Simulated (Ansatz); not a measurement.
The relaxed structure here is a generated cell of Ti3Al: the first start was made by placing the elements on the sites of a structure type, and the end was not matched to a known phase here, so it may be hypothetical. Known forms of Ti3Al include space group No. 194.

The end point of a relaxation of Ti3Al. Space group P6/mmm (No. 191), AFLOW prototype A3B_hP4_191_bc_a (as in Li3N). All values below come from PBEsol (plane waves to 420 eV, PAW, scalar-relativistic; Ansatz, a first-principles code).

```xyz
4
Lattice="4.4879 0.0000 0.0000 -2.2439 3.8866 0.0000 0.0000 0.0000 4.8233" Properties=species:S:1:pos:R:3 pbc="T T T"
Ti     0.0000     0.0000     2.4116
Ti     0.0000     2.5911     0.0000
Ti     2.2439     1.2955     0.0000
Al     0.0000     0.0000     0.0000
```

| Quantity | Value |
|---|---|
| Volume per atom | 21.03 Å³ |
| Density | 3.37 g/cm³ |
| Band gap | zero (metallic) |
| Shortest distances | Al–Ti 2.41 Å; Ti–Ti 2.59 Å |
| k-mesh | 12×12×10 |

No spin polarisation in the result.

The run could not lose the symmetry of its start, so the end can be a saddle point.

All atoms sit on sites fixed by symmetry, so only the cell could relax.
